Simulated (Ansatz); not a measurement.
Starting cell, CoSi$_{2}$ (fluorite type, space group Fm-3m):

```
CoSi2
1.0
    0.00000     2.68017     2.68017
    2.68017     0.00000     2.68017
    2.68017     2.68017     0.00000
Co Si
1 2
Direct
  0.00000   0.00000   0.00000
  0.25000   0.25000   0.25000
  0.75000   0.75000   0.75000
```

In each cell atom 1 (Co, nearest neighbour Si at 2.321 Å; its periodic images, 3.8 Å or more away, move with it) moves by s·(1.000, 0.000, 0.000) (along Cartesian x), the rest being held.

The numbers are results of PBE (plane waves to 420 eV, PAW, scalar-relativistic; Ansatz, a quantum-chemistry and plane-wave program), not measurements. k mesh 12×12×12 (Γ-centred), Fermi-Dirac smearing 0.05 eV. Energies are smeared free energies. With partly filled bands, energies and forces of such displacements shift with the k mesh and the smearing. CoSi2 is run without spin polarisation. CoSi2 was relaxed with its symmetry unable to fall. The PAW data are Ansatz's earlier set. ΔE is measured from the undisplaced structure. The last digit holds for this mesh only.

```tsv
s (Å)	ΔE (meV/cell)
-0.700	2667.0
-0.560	withheld
-0.420	1015.9
-0.280	454.0
-0.140	113.3
0.000	0.0
0.140	113.3
0.280	454.0
0.420	1015.9
0.560	withheld
0.700	2667.0
```

Fit an even polynomial form (powers 2, 4, 6) to the given rows and predict ΔE at s = -0.560.

Least squares on the 9 given rows: ΔE = (5790)·s² + (123.6)·s⁴ + (-1699)·s⁶, in meV/cell with s in Å; root-mean-square residual 0.13 meV/cell. At -0.560 the fit gives 1775.5 meV/cell; the calculation gives 1771.8 meV/cell, so the interpolation is off by 3.7 (+0.2 %). The quadratic term alone would give 1815.7 meV/cell.

(For displaced atoms, the force is minus the slope of the energy, and its curvature is a force constant, which sets phonon frequencies.)
